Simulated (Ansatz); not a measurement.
**GaN: zone-centre modes**

Level of theory: DFT r2SCAN, scalar-relativistic, plane waves, PAW (Ansatz). The runs took a 500 eV cutoff, a Γ-centred 10×10×10 mesh and Gaussian smearing (0.05 eV). No spin polarisation.

The starting cell (relaxed at this level; this zinc-blende form isn't the usual structure):

```xyz
2
Lattice="0.0000 2.2489 2.2489 2.2489 0.0000 2.2489 2.2489 2.2489 0.0000" Properties=species:S:1:pos:R:3 pbc="T T T"
Ga    0.0000    0.0000    0.0000
N     3.3734    3.3734    3.3734
```

Harmonic modes by finite displacements of 0.02 Å, without the LO–TO term.

(1) At this geometry, is the structure stable against these modes?

(2) List the wavenumbers in cm⁻¹.

Answers

(1) Yes: no mode is imaginary beyond 10 cm⁻¹, and only the three translations lie near zero.

(2) 0, 0, 0, 546, 546, 546.

Cost: 1 run of about 0.36 core-minutes, on Intel Xeon Platinum 8375C (Ice Lake) (shared hosts).